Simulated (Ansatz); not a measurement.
Ta₂Se (space group P4/nmm)

Space group P4/nmm, origin choice 1 (No. 129); a = 3.3666 Å, b = 3.3666 Å, c = 10.0006 Å, α = 90.00°, β = 90.00°, γ = 90.00°

| atom | site | symmetry | x | y | z |
|---|---|---|---|---|---|
| Ta | 2c | 4mm | 0.0000 | 0.5000 | 0.2390 |
| Ta | 2c | 4mm | 0.5000 | 0.0000 | 0.0762 |
| Se | 2c | 4mm | 0.5000 | 0.0000 | 0.3600 |

The volume is varied about the relaxed value V₀ at fixed cell shape. The atoms relax within the cell's symmetry.

The numbers are results of r2SCAN+rVV10 (plane waves to 500 eV, PAW, scalar-relativistic; Ansatz, an electronic-structure program), not measurements. k mesh 14×14×5 (Γ-centred), Fermi-Dirac smearing 0.05 eV. E stands for the smeared free energy. With the shape held, the modulus is that of even scaling; a crystal free to change shape is softer. At this level the bands of Ta2Se touch or barely overlap. Spin-orbit coupling is left out, though Ta is heavy. Ta2Se is run without spin polarisation. Ta2Se was relaxed with its symmetry unable to fall. ΔE is measured from the relaxed starting cell. The last digit holds for this mesh only.

```json
[
 {"V (Å³/atom)": "17.003", "ΔE (meV/atom)": "78.3"},
 {"V (Å³/atom)": "17.380", "ΔE (meV/atom)": "47.5"},
 {"V (Å³/atom)": "17.758", "ΔE (meV/atom)": "25.4"},
 {"V (Å³/atom)": "18.136", "ΔE (meV/atom)": "10.7"},
 {"V (Å³/atom)": "18.514", "ΔE (meV/atom)": "2.6"},
 {"V (Å³/atom)": "18.892", "ΔE (meV/atom)": "0.0"},
 {"V (Å³/atom)": "19.270", "ΔE (meV/atom)": "2.4"},
 {"V (Å³/atom)": "19.647", "ΔE (meV/atom)": "9.1"},
 {"V (Å³/atom)": "20.025", "ΔE (meV/atom)": "19.5"},
 {"V (Å³/atom)": "20.403", "ΔE (meV/atom)": "33.4"},
 {"V (Å³/atom)": "20.781", "ΔE (meV/atom)": "50.2"}
]
```

Task: What bulk modulus at fixed cell shape B₀ follows from a third-order Birch-Murnaghan fit?

Result: 105 GPa.

Task: What is the fitted pressure derivative B₀′?

Result: 5.8.

(A scan under strain: stresses follow from slopes of the energy per volume, elastic moduli from its curvatures.)
